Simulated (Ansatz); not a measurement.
**YbGe2Pd2: reading a single point**

```
Yb Ge Pd
1.0
    -2.17349    2.17349    5.07390
     2.17349   -2.17349    5.07390
     2.17349    2.17349   -5.07390
Yb Ge Pd
1 2 2
Direct
  0.00000 0.00000 0.00000
  0.37500 0.37500 0.00000
  0.62500 0.62500 0.00000
  0.75000 0.25000 0.50000
  0.25000 0.75000 0.50000
```

Level: r2SCAN, with U_eff = 3.63 eV on Pd d, U_eff = 6.62 eV on Yb f (all-electron-ortho-atomic projectors), no spin polarisation; 500 eV; 6×6×6 Γ-centred mesh; gaussian occupations (width 0.1941 eV); Ansatz 0.2.0, fixed geometry.

(1) What happens at the Fermi level?

(2) Describe some of the short contacts.

(3) What does the stress say?

(4) Where is the largest force?

(5) Which element gives electrons and which takes them?

Origin: a database entry at a rescaled volume. Caveats: no spin polarisation, so a magnetic state may lie lower; the k mesh is coarse if the cell is a metal; wide smearing.

## Answers

(1) It is a metal, with about 2.4 states/eV a cell as the mean within 0.25 eV of the Fermi level, mostly Ge p (49 %), Yb d (21 %) and Pd d (20 %).

(2) Ge–Pd at 2.52 Å: least valence density 0.41 e/Å³ and ELF 0.35 there. Ge–Ge at 2.54 Å: least valence density 0.41 e/Å³ and ELF 0.63 there. Yb–Ge at 3.33 Å: least valence density 0.10 e/Å³ and ELF 0.11 there. These are pseudo-fields; inside the PAW spheres they differ from the all-electron ones.

(3) The pressure is -1.5 GPa (compression positive), so with the atoms held at these fractions the cell would first shrink.

(4) The largest is on Ge3 (and as large on other atoms): 0.21 eV/Å, components (0.00, 0.00, -0.21). It makes 120° with the line to a nearest neighbour, Pd4 at 2.52 Å.

(5) Bader charges in e: Yb +1.42, Ge -0.05, Pd -0.66. In the mean Yb gives up most and Pd takes most.
